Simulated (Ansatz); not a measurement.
ScCo:
```cif
data_CoSc
_chemical_formula_sum 'Co1 Sc1'
_space_group_name_H-M_alt 'P 1'
_space_group_IT_number 1
_cell_length_a 3.07147
_cell_length_b 3.07147
_cell_length_c 3.07147
_cell_angle_alpha 90.000
_cell_angle_beta 90.000
_cell_angle_gamma 90.000
loop_
_space_group_symop_operation_xyz
  'x, y, z'
loop_
_atom_site_label
_atom_site_type_symbol
_atom_site_fract_x
_atom_site_fract_y
_atom_site_fract_z
_atom_site_occupancy
Co1 Co 0.00000 0.00000 0.00000 1
Sc1 Sc 0.50000 0.50000 0.50000 1
```

Relaxed with PBEsol.

Q: Which orbitals make up the states near the Fermi level in plane-wave PAW PBEsol (Ansatz code)?

A: Within 0.5 eV of the Fermi level: Co 3d 58 %, Sc 3d 23 %, Co 4s 7 %, outside the projected shells 6 %. Projections are on Löwdin-orthogonalised atomic valence shells; empty p or d shells of many metals are not among them.

Q: Tabulate the density of states.

A: States/eV per cell of 2 atoms, in 0.25 eV bins, energy from the Fermi level.

```tsv
E (eV)	total	Co 3d	Sc 3d	Co 4s
-6.90	0.00	0.00	0.00	0.00
-6.65	0.05	0.00	0.00	0.02
-6.40	0.09	0.00	0.00	0.03
-6.15	0.12	0.00	0.00	0.05
-5.90	0.15	0.00	0.00	0.06
-5.65	0.18	0.00	0.00	0.07
-5.40	0.21	0.00	0.00	0.08
-5.15	0.24	0.00	0.01	0.10
-4.90	0.28	0.01	0.01	0.11
-4.65	0.32	0.01	0.02	0.13
-4.40	0.37	0.02	0.03	0.15
-4.15	0.44	0.03	0.05	0.18
-3.90	0.55	0.06	0.08	0.22
-3.65	1.08	0.22	0.29	0.36
-3.40	1.53	0.38	0.45	0.52
-3.15	0.82	0.20	0.29	0.25
-2.90	1.08	0.50	0.37	0.13
-2.65	3.05	1.68	0.84	0.11
-2.40	4.09	2.57	0.99	0.11
-2.15	2.67	1.96	0.50	0.04
-1.90	2.54	2.04	0.35	0.03
-1.65	6.72	5.51	1.01	0.05
-1.40	5.38	4.47	0.66	0.08
-1.15	7.66	6.46	0.77	0.13
-0.90	4.95	3.97	0.59	0.07
-0.65	1.93	1.22	0.39	0.05
-0.40	0.76	0.39	0.18	0.03
-0.15	0.63	0.37	0.13	0.03
0.10	1.09	0.71	0.23	0.07
0.35	1.71	0.99	0.41	0.16
0.60	1.46	0.65	0.51	0.09
0.85	1.71	0.58	0.79	0.06
1.10	1.92	0.54	1.04	0.05
1.35	2.10	0.50	1.31	0.05
1.60	3.18	0.70	2.15	0.05
1.85	2.96	0.70	2.00	0.05
2.10	1.06	0.10	0.85	0.04
2.35	2.62	0.25	2.11	0.08
2.60	1.89	0.19	1.59	0.01
2.85	1.69	0.13	1.45	0.02
3.10	2.07	0.14	1.78	0.03
3.35	1.51	0.12	1.24	0.03
3.60	1.42	0.14	1.14	0.03
3.85	1.76	0.18	1.42	0.03
4.10	4.20	0.44	3.56	0.04
4.35	2.82	0.22	2.39	0.03
4.60	0.94	0.08	0.69	0.03
4.85	0.56	0.04	0.36	0.02
```

Space group Pm-3m (CsCl type). The workflow started from an entry of the Crystallography Open Database (COD). Whether it is the stable phase at ambient conditions was not checked. The PBEsol relaxation kept the symmetry of its start; of distortions, only those at the zone centre were tested. The workflow began spin-polarised and lost its moments.

Potentials: the later of the program's two PAW sets.
